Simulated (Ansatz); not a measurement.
## What DFT gives for Nb₃In

```xyz
8
Lattice="5.1825 -0.1711 -0.2360 -0.4598 4.9419 -0.2165 -0.3708 -0.1860 6.1643" Properties=species:S:1:pos:R:3 pbc="T T T"
Nb    0.9151    3.2082    4.2971
Nb    2.3962    0.8612    4.3469
Nb    0.3143    2.7525    0.6774
Nb    3.8077    2.4230    2.6105
Nb    3.6864    0.4481    0.6515
Nb    0.2951    0.1329    2.8046
In    2.8869    2.8486    0.1436
In    1.0813    0.3071    0.1327
```

Level: a composed functional ({exchange: {slater: 0.54, pbe: 0.46}, correlation: pbe}), no spin polarisation; 420 eV; 4×4×3 (shifted by 0.5, 0.5, 0.5 steps) mesh; fermi-dirac occupations (width 0.0405 eV); Ansatz 0.2.0, fixed geometry.

Question: Is there a gap?

Answer: It is a metal, with about 8.5 states/eV a cell as the mean within 0.25 eV of the Fermi level, mostly Nb d (86 %).

Question: Give the Bader charges.

Answer: Bader charges in e: Nb -0.01 to +0.40, In -0.54 to -0.51. In the mean Nb gives up most and In takes most.

Question: Is the cell too large or too small?

Answer: The pressure is 11.8 GPa (compression positive), so with the atoms held at these fractions the cell would first expand; the forces are large, so a full relaxation may end otherwise. The principal stresses 4.7, 11.9, 18.7 GPa differ, so its shape would change too.

Question: Which atom feels the largest force, and which way?

Answer: The largest is on Nb1: 3.21 eV/Å, components (-0.21, -1.31, -2.93). It makes 131° with the line to a nearest neighbour, In7 at 2.63 Å.

Origin: a disordered cell, so it need not be a known compound. Caveats: the k mesh is coarse if the cell is a metal; atoms or cell far from equilibrium.
